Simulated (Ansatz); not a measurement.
In DFT-PBE in the program Ansatz with PAW potentials, Y in the bcc (W type) structure (Im-3m) relaxes to a = 4.040 Å.

Electronic character: metallic (no gap). Gap from PBE with spin–orbit coupling: none (metallic).

An equation-of-state fit gives a bulk modulus of 38.8 GPa.

The start of the workflow was typed in or built on a structure type; neither database checked (COD, Materials Project) lists it. It is not the phase usual at ambient conditions (space group No. 194). The PBE relaxation kept the symmetry of its start; its stability against distortions is not shown here. No spin polarisation was allowed. Spin–orbit coupling is left out wherever it is not named.

Potentials: the earlier of the program's two PAW sets.
